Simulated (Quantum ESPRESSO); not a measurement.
```
CELL_PARAMETERS angstrom
      0.00000     2.89217     2.89217
      2.89217     0.00000     2.89217
      2.89217     2.89217     0.00000
ATOMIC_POSITIONS crystal
  Ag 0.00000 0.00000 0.00000
  Br 0.50000 0.50000 0.50000
```
The cell comes from the Materials Project (a computed structure). It is AgBr in Fm-3m. Stability against distortions was not tested. The run has no spin polarisation.

With PBE (σ by GIPAW in a modified build of Quantum ESPRESSO; JTH PAW datasets, 20 Ha):

| quantity | PBE |
|---|---|
| σ_iso Ag (ppm) | 3358.9 |
| σ_iso Br (ppm) | 2458.8 |

Shieldings are absolute and leave out the bulk-susceptibility term; a larger σ means a smaller chemical shift. By our sweeps, such settings leave a few ppm in absolute σ on light atoms and up to some 20 ppm from Zn on. No spin–orbit coupling; Ag is the heaviest element present. The datasets of Br hold no d projectors, which limits absolute σ on these atoms. The band gap at this level is small, which makes the paramagnetic part of σ large and sensitive to the functional.

Task: What does the LDA, on its own JTH datasets and the same geometry, give?

Result: 
| quantity | LDA | LDA − PBE |
|---|---|---|
| σ_iso Ag (ppm) | 3283.2 | -75.8 |
| σ_iso Br (ppm) | 2391.1 | -67.6 |
